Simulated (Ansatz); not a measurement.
Antifluorite alloy of Li2S and Na2S (40 of 64 Li sites exchanged), 96 atoms

Ansatz, PAW, plane waves. PBEsol relaxation of volume and atoms (shape held) at the single k point (¼, ¼, ¼) without its symmetry partners; single points on the relaxed atoms at the single k point (¼, ¼, ¼) without its symmetry partners, onto which points of the small cell's zone fold. Arrangement: random. No spin–orbit coupling unless named.

Relaxed structure:

```
Na Li S
1.0
    12.47317    0.00000    0.00000
     0.00000   12.47317    0.00000
     0.00000    0.00000   12.47317
Na Li S
40 24 32
Direct
  0.37657 0.13164 0.12289
  0.37599 0.62357 0.62707
  0.87759 0.13044 0.12551
  0.87501 0.12851 0.62504
  0.87157 0.63120 0.12531
  0.86958 0.62225 0.63084
  0.12290 0.37075 0.62248
  0.13188 0.87690 0.62536
  0.62281 0.37398 0.12859
  0.62493 0.87160 0.11395
  0.62703 0.87191 0.62043
  0.13263 0.12956 0.87877
  0.11522 0.62741 0.36568
  0.12150 0.62629 0.86861
  0.62679 0.12464 0.37955
  0.62491 0.12801 0.86674
  0.62136 0.62189 0.38177
  0.12915 0.12620 0.13092
  0.13040 0.12506 0.62961
  0.12262 0.62141 0.11366
  0.12170 0.62040 0.62114
  0.62147 0.61804 0.12144
  0.38137 0.36804 0.37270
  0.37586 0.87830 0.38271
  0.87574 0.87274 0.37433
  0.87299 0.87062 0.87624
  0.37087 0.88236 0.12903
  0.87963 0.37803 0.12576
  0.37238 0.61792 0.37459
  0.37506 0.62623 0.87559
  0.87864 0.13199 0.37698
  0.87470 0.12408 0.87597
  0.13189 0.37550 0.37754
  0.12073 0.37898 0.87760
  0.12641 0.88021 0.37132
  0.13042 0.87679 0.87261
  0.62822 0.37316 0.38123
  0.61313 0.37651 0.87506
  0.62329 0.87400 0.37094
  0.62334 0.87671 0.86781
  0.38032 0.12741 0.62435
  0.37302 0.62310 0.12213
  0.13878 0.36730 0.13164
  0.11929 0.86906 0.11672
  0.62135 0.37254 0.62833
  0.13706 0.12706 0.38028
  0.62778 0.62965 0.86452
  0.62528 0.12661 0.12262
  0.61913 0.12981 0.62483
  0.62140 0.61374 0.63238
  0.36769 0.37406 0.87372
  0.37866 0.88239 0.87777
  0.87696 0.38069 0.37959
  0.86792 0.37918 0.87171
  0.37007 0.38208 0.11407
  0.37937 0.36961 0.62952
  0.38520 0.88374 0.63627
  0.86411 0.37535 0.62837
  0.88736 0.88700 0.13155
  0.87805 0.87583 0.62583
  0.37549 0.12427 0.38149
  0.38505 0.12500 0.86515
  0.86044 0.61143 0.38957
  0.86257 0.61703 0.87679
  0.00392 0.99239 0.00898
  0.00189 0.00220 0.50189
  0.98423 0.50250 0.98579
  0.98511 0.49464 0.49482
  0.49443 0.00633 0.99057
  0.49428 0.00992 0.51208
  0.48418 0.49570 0.00386
  0.50440 0.49106 0.51736
  0.25666 0.26371 0.00103
  0.26135 0.24029 0.50141
  0.25368 0.75652 0.00238
  0.25197 0.74898 0.50173
  0.74738 0.25130 0.99972
  0.74791 0.25954 0.51460
  0.74412 0.73604 0.98490
  0.75401 0.74458 0.50078
  0.25353 0.01453 0.26341
  0.27310 0.00219 0.75343
  0.25409 0.49363 0.23385
  0.25794 0.48754 0.74768
  0.74975 0.00002 0.23876
  0.75169 0.99948 0.73890
  0.76025 0.49992 0.26349
  0.74159 0.49899 0.75211
  0.00838 0.25739 0.25479
  0.98860 0.26124 0.75259
  0.00161 0.76342 0.23457
  0.99432 0.75372 0.74501
  0.50397 0.24208 0.24865
  0.49003 0.24894 0.74010
  0.49366 0.74354 0.24530
  0.50134 0.74853 0.74808
```

Q: What are the mean bond lengths by pair (pairs within 1.2 times the sum of covalent radii, less contacts 15 % beyond the pair's median; cation–cation pairs of compounds aside; long ionic contacts are cut short by that bound)?

A: Li–S 2.589 ± 0.091 Å (standard deviation, 86 bonds); Na–S 2.747 ± 0.062 Å (standard deviation, 160 bonds).

Q: What gap lies between the top filled and the lowest empty level in the single points?

A: r²SCAN 3.96 eV (11 s on NVIDIA H100). Away from Γ this isn't the crystal's band gap.
